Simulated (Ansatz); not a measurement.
CuAu:
```cif
data_AuCu
_chemical_formula_sum 'Cu1 Au1'
_space_group_name_H-M_alt 'P 1'
_space_group_IT_number 1
_cell_length_a 2.87722
_cell_length_b 2.87722
_cell_length_c 3.62435
_cell_angle_alpha 90.000
_cell_angle_beta 90.000
_cell_angle_gamma 90.000
loop_
_space_group_symop_operation_xyz
  'x, y, z'
loop_
_atom_site_label
_atom_site_type_symbol
_atom_site_fract_x
_atom_site_fract_y
_atom_site_fract_z
_atom_site_occupancy
Cu1 Cu 0.50000 0.50000 0.50000 1
Au1 Au 0.00000 0.00000 0.00000 1
```

Relaxed with the program Ansatz at the PBE level (PAW). Indices refer to the conventional cell of P4/mmm, a = b = 2.877 Å, c = 3.624 Å, α = β = γ = 90.00°.

Question: Simulate the powder diffraction pattern (Ag Kα, λ = 0.560885 Å; lines above 1 %) up to 2θ = 30°.

Answer: Simulated powder pattern, Ag Kα, λ = 0.560885 Å (kinematic, ideal powder, no thermal factors, no anomalous dispersion; the 30 strongest lines at most, above 1 %, up to 2θ = 30°):

```
2θ (°)  d (Å)  I/Imax (%)    hkl
------  -----  ----------  -----
8.88    3.624          18  (001)
11.19   2.877          21  (100)
14.30   2.253         100  (101)
15.85   2.035          38  (110)
17.81   1.812          14  (002)
18.19   1.774          13  (111)
21.08   1.533         8.6  (102)
22.48   1.439          14  (200)
23.92   1.353          23  (112)
24.21   1.337         5.9  (201)
25.18   1.287         5.3  (210)
26.74   1.213          33  (211)
26.85   1.208         1.1  (003)
28.82   1.127          13  (202)
29.16   1.114          12  (103)
```

The cell was relaxed with PBE under the symmetry of its start. No spin polarisation was allowed. Axis ratios of metals converge slowly with the k-mesh, so a and c are less sure than the volume. Scalar-relativistic: spin–orbit coupling is off unless named, which matters more the heavier the elements.

Potentials: the later of the program's two PAW sets.
